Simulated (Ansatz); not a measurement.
# Computed properties of Be$_{2}$B

Be₂B:
```
Be2B
1.0
    0.00000     2.25307     2.25307
    2.25307     0.00000     2.25307
    2.25307     2.25307     0.00000
Be B
2 1
Direct
  0.25000   0.25000   0.25000
  0.75000   0.75000   0.75000
  0.00000   0.00000   0.00000
```

Space group Fm-3m (No. 225), fluorite or antifluorite type; conventional cell a = 4.5061 Å, b = 4.5061 Å, c = 4.5061 Å, α = 90.00°, β = 90.00°, γ = 90.00°.

Method: LDA (plane waves, PAW; program Ansatz). Geometry: relaxed at this level of theory. Other levels are named where they apply.

### Cell and energy

```json
{
  "volume_per_atom": "7.62 Å³",
  "density": "2.09 g/cm³",
  "Formation energy from the elements (no fitted shifts)": "0.044 eV/atom"
}
```

### Electronic structure

```json
{
 "electronic_character": "metallic (no gap)",
 "Density of states at the Fermi level": "0.25 states/eV per atom (mean over ±0.08 eV)"
}
```

### Mechanics

```json
{
  "Bulk modulus (Birch–Murnaghan fit)": "156 GPa",
  "Pressure derivative B′": "3.4",
  "Elastic constants (relaxed ions, GPa)": "C11 = 280, C12 = 93.5, C44 = 144",
  "mechanical_stability": "stable (all eigenvalues of C positive)",
  "hill_bulk_and_shear_moduli": "156 and 121 GPa",
  "Young's modulus": "288 GPa",
  "Poisson's ratio": "0.19",
  "debye_temperature_from_the_elastic_constants": "1270 K"
}
```

### Phonons

```json
{
  "highest_zone_centre_frequency": "21.61 THz",
  "zone_centre_stability": "no imaginary mode at Γ",
  "dynamical_stability_on_the_path": "stable (no imaginary branch)",
  "zero_point_energy": "98.9 meV/atom",
  "Vibrational entropy at 300 K": "8.6 J/(K·mol of atoms)"
}
```

The workflow started from an entry of the Crystallography Open Database (COD). Its standing as an ambient phase is unchecked. The LDA relaxation kept the symmetry of its start. As this level gives no gap, shear constants depend on the k-mesh and smearing (Fermi–Dirac, 0.1 eV here). As this level gives no gap, phonon frequencies hold no LO–TO term and depend on the k-mesh and smearing (Fermi–Dirac, 0.1 eV here). The references are the lowest solids computed at this level, not always the standard phases.

Potentials: the later of the program's two PAW sets.
